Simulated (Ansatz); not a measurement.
A geometry of Be away from equilibrium: step 2 of the relaxation of a relaxed Be cell displaced along its unstable phonon at q = (0, 0, ½) of its primitive reciprocal cell (267i cm⁻¹), largest move 0.15 Å. These are r2SCAN (plane waves to 500 eV, PAW, scalar-relativistic; Ansatz, a first-principles code) values and carry that method's errors. Γ-centred k-mesh 17×17×7 on the run's cell (coarser than for final values), Fermi–Dirac smearing 0.05 eV.

```
CELL_PARAMETERS angstrom
      2.14089     0.00000     0.00000
     -1.07045     1.86750     0.00000
      0.00000     0.00000     4.80915
ATOMIC_POSITIONS crystal
  Be 0.90721 0.81443 0.00000
  Be 0.09279 0.18557 0.50000
```

Question: Which atoms carry the largest force, and which way does it point?

Answer: 0.45 eV/Å, on Be1, Be2 (atoms numbered as listed); on Be1 its components are (0.00, -0.45, 0.00).

Question: What is the pressure?

Answer: -1.6 GPa, compression positive.

No spin polarisation in the result.

The run could not lose the symmetry of its start.

Of the parent cell (P6/mmm (No. 191)): it is a generated cell of Be: the first start was made by placing the elements on the sites of a structure type, and the end was not matched to a known phase here, so it may be hypothetical. Known forms of Be include space group No. 194.
